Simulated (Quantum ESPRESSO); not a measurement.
Band energies of AlN

```
CELL_PARAMETERS angstrom
      0.00000     2.16660     2.16660
      2.16660     0.00000     2.16660
      2.16660     2.16660     0.00000
ATOMIC_POSITIONS crystal
  N  0.25000 0.25000 0.25000
  Al 0.00000 0.00000 0.00000
```

norm-conserving LDA (Quantum ESPRESSO, 84 Ry, no spin-orbit coupling); path ΓXWKΓLUWLK,UX; energies in eV from the valence-band maximum.

```csv
k (1/Å),point,band 1,band 2,band 3,band 4,band 5,band 6,band 7
0.00,Γ,-14.95,0.00,0.00,0.00,4.46,12.59,12.59
0.45,,-14.48,-1.52,-0.46,-0.46,5.95,11.35,12.99
1.00,,-12.90,-4.08,-1.49,-1.49,4.61,9.25,12.64
1.45,X,-12.08,-5.03,-1.82,-1.82,3.27,8.59,14.04
1.57,,-12.07,-4.99,-1.90,-1.90,3.44,8.72,13.98
2.17,W,-12.01,-3.85,-3.56,-2.78,6.04,11.42,12.08
2.69,K,-12.09,-4.36,-3.75,-1.41,5.14,10.13,13.17
2.79,,-12.16,-4.24,-3.96,-1.25,5.67,10.26,12.87
3.30,,-13.20,-4.18,-2.14,-0.38,7.96,9.49,11.55
3.71,,-14.34,-2.23,-0.71,-0.04,6.34,11.53,12.12
4.23,Γ,-14.95,0.00,0.00,0.00,4.46,12.59,12.59
4.71,,-14.40,-2.30,-0.17,-0.17,6.10,11.48,12.69
5.19,,-13.15,-5.30,-0.44,-0.44,7.35,10.20,11.45
5.48,L,-12.76,-6.01,-0.49,-0.49,7.50,9.93,11.16
5.68,,-12.70,-5.90,-0.86,-0.57,7.83,9.05,11.41
6.17,,-12.22,-4.73,-3.33,-1.19,5.88,10.16,12.69
6.37,U,-12.09,-4.36,-3.75,-1.41,5.14,10.13,13.17
6.57,,-12.07,-4.26,-3.67,-1.84,5.48,10.39,12.94
6.88,W,-12.01,-3.85,-3.56,-2.78,6.04,11.42,12.08
7.07,,-12.08,-4.21,-3.47,-2.29,6.16,10.88,11.99
7.53,,-12.56,-5.62,-1.60,-0.82,7.77,8.74,12.03
7.91,L,-12.76,-6.01,-0.49,-0.49,7.50,9.93,11.16
8.00,,-12.75,-5.99,-0.57,-0.51,7.58,9.67,11.21
8.44,,-12.39,-5.22,-2.51,-0.98,6.68,9.67,12.44
8.80,K,-12.09,-4.36,-3.75,-1.41,5.14,10.13,13.17
8.80,U,-12.09,-4.36,-3.75,-1.41,5.14,10.13,13.17
9.31,X,-12.08,-5.03,-1.82,-1.82,3.27,8.59,14.04
```

The LDA gap is indirect, 3.27 eV, from 93 % of the way from K to Γ to X; the smallest direct gap is 4.46 eV.

Geometry relaxed with LDA.

This is not the ordinary phase of the substance; no match was found in the copy of COD used, and its stability was not checked.
